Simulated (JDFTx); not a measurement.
An input for JDFTx (a modified build) (W(100), linear PCM (GLSSA13), water, 1 M KCl; bohr, hartree) and the course of its log:

```
lattice \
  8.4726051077 0.0000000000 0.0000000000 \
  0.0000000000 8.4726051077 0.0000000000 \
  0.0000000000 0.0000000000 44.9754817661
coords-type Lattice
ion W 0.5000000000 0.0000000000 -0.0937156559 0
ion W 0.0000000000 0.5000000000 -0.0937156559 0
ion W 0.0000000000 0.0000000000 -0.0333016810 0
ion W 0.5000000000 0.5000000000 -0.0333016810 0
ion W 0.5000000000 0.0000000000 0.0333016810 0
ion W 0.0000000000 0.5000000000 0.0333016810 0
ion W 0.0000000000 0.0000000000 0.0937156559 0
ion W 0.5000000000 0.5000000000 0.0937156559 0
ion-species pseudo/w_pbe_v1.2.upf
elec-cutoff 20 100
elec-ex-corr gga-PBE
coulomb-interaction Slab 001
coulomb-truncation-embed 0 0 0
kpoint-folding 6 6 1
elec-smearing Fermi 0.01
elec-n-bands 72
target-mu -0.172354
electronic-scf nIterations 100 energyDiffThreshold 1e-07
fluid LinearPCM
pcm-variant GLSSA13
fluid-solvent H2O
fluid-cation K+ 1
fluid-anion Cl- 1
fluid-minimize nIterations 400 knormThreshold 1e-12
wavefunction read f0.wfns
elec-initial-eigenvals f0.eigenvals
elec-initial-fillings read f0.fillings
fluid-initial-state f0.fluidState
dump-name f0_u0.$VAR
dump End State Ecomponents EigStats BandEigs Forces ElecDensity IonicPositions Fillings Kpoints Dtot FluidDebug BoundCharge FluidDensity
```

```
[one cycle in 5 is shown, and the last three; fluid-solver lines are left out]
	FillingsUpdate:  mu: -0.172354000  nElectrons: 102.019026
SCF: Cycle:  0   G: -517.592695475747519   dG: +1.252e+01   |Residual|: 4.060e-01   |deigs|: 4.277e-08
	FillingsUpdate:  mu: -0.172354000  nElectrons: 110.148024
SCF: Cycle:  5   G: -529.806007491919900   dG: -9.151e-02   |Residual|: 6.131e-02   |deigs|: 2.000e-03
	FillingsUpdate:  mu: -0.172354000  nElectrons: 107.763591
SCF: Cycle: 10   G: -528.267267597282512   dG: +5.037e-01   |Residual|: 1.702e-01   |deigs|: 2.409e-03
	FillingsUpdate:  mu: -0.172354000  nElectrons: 107.401950
SCF: Cycle: 15   G: -528.258396663559893   dG: -1.471e+00   |Residual|: 1.737e-01   |deigs|: 4.658e-03
	FillingsUpdate:  mu: -0.172354000  nElectrons: 107.545444
SCF: Cycle: 20   G: -528.481046997069484   dG: -1.091e+00   |Residual|: 1.580e-01   |deigs|: 4.302e-03
	FillingsUpdate:  mu: -0.172354000  nElectrons: 114.545720
SCF: Cycle: 25   G: -528.293440893415664   dG: -2.971e-01   |Residual|: 1.767e-01   |deigs|: 2.383e-03
	FillingsUpdate:  mu: -0.172354000  nElectrons: 106.927730
SCF: Cycle: 30   G: -528.751858320524434   dG: -1.779e-01   |Residual|: 1.683e-01   |deigs|: 3.401e-02
	FillingsUpdate:  mu: -0.172354000  nElectrons: 107.899627
SCF: Cycle: 35   G: -529.499491606354127   dG: +6.315e-01   |Residual|: 1.220e-01   |deigs|: 1.103e-02
	FillingsUpdate:  mu: -0.172354000  nElectrons: 106.960355
SCF: Cycle: 40   G: -529.275421316261031   dG: +8.189e-01   |Residual|: 1.438e-01   |deigs|: 8.249e-03
	FillingsUpdate:  mu: -0.172354000  nElectrons: 106.975714
SCF: Cycle: 45   G: -529.375329807312710   dG: -1.820e+00   |Residual|: 1.428e-01   |deigs|: 9.095e-03
	FillingsUpdate:  mu: -0.172354000  nElectrons: 108.197696
SCF: Cycle: 50   G: -529.912020295720936   dG: -6.507e-02   |Residual|: 8.895e-02   |deigs|: 1.149e-03
	FillingsUpdate:  mu: -0.172354000  nElectrons: 105.326077
SCF: Cycle: 55   G: -528.200074747421013   dG: -1.652e+00   |Residual|: 1.991e-01   |deigs|: 6.624e-03
	FillingsUpdate:  mu: -0.172354000  nElectrons: 110.654087
SCF: Cycle: 60   G: -530.085876238436072   dG: -2.344e+00   |Residual|: 6.330e-02   |deigs|: 2.673e-02
	FillingsUpdate:  mu: -0.172354000  nElectrons: 108.882310
SCF: Cycle: 65   G: -530.205265648170894   dG: +2.263e-02   |Residual|: 2.618e-02   |deigs|: 1.808e-03
	FillingsUpdate:  mu: -0.172354000  nElectrons: 108.897482
SCF: Cycle: 70   G: -530.207921038555014   dG: -4.752e-01   |Residual|: 2.410e-02   |deigs|: 8.224e-03
	FillingsUpdate:  mu: -0.172354000  nElectrons: 108.853572
SCF: Cycle: 75   G: -530.251616693521441   dG: -3.014e-02   |Residual|: 1.910e-02   |deigs|: 2.532e-03
	FillingsUpdate:  mu: -0.172354000  nElectrons: 106.779615
SCF: Cycle: 80   G: -529.459407977645697   dG: +7.379e-01   |Residual|: 1.294e-01   |deigs|: 9.270e-03
	FillingsUpdate:  mu: -0.172354000  nElectrons: 107.092485
SCF: Cycle: 85   G: -529.649117559424326   dG: -2.590e-01   |Residual|: 1.126e-01   |deigs|: 2.198e-03
	FillingsUpdate:  mu: -0.172354000  nElectrons: 108.969191
SCF: Cycle: 90   G: -530.198288248691824   dG: +1.582e-02   |Residual|: 2.637e-02   |deigs|: 9.397e-04
	FillingsUpdate:  mu: -0.172354000  nElectrons: 108.917042
SCF: Cycle: 95   G: -530.202746743248440   dG: +1.744e-02   |Residual|: 2.687e-02   |deigs|: 1.457e-03
	FillingsUpdate:  mu: -0.172354000  nElectrons: 108.754178
SCF: Cycle: 97   G: -530.169192071256930   dG: +8.474e-03   |Residual|: 3.976e-02   |deigs|: 4.597e-04
	FillingsUpdate:  mu: -0.172354000  nElectrons: 108.742109
SCF: Cycle: 98   G: -530.164864677612172   dG: +4.327e-03   |Residual|: 4.160e-02   |deigs|: 1.611e-04
	FillingsUpdate:  mu: -0.172354000  nElectrons: 109.101147
SCF: Cycle: 99   G: -530.219049652615581   dG: -5.418e-02   |Residual|: 1.568e-02   |deigs|: 2.471e-03
SCF: None of the convergence criteria satisfied after 100 iterations.
IonicMinimize: Iter:   0  G: -530.219049652615581  |grad|_K:  0.000e+00
IonicMinimize: Converged (|grad|_K<1.000000e-04).
```

This run gave no converged result. The electronic loop ended without meeting its threshold, so the last energy, electron count and forces aren't results.
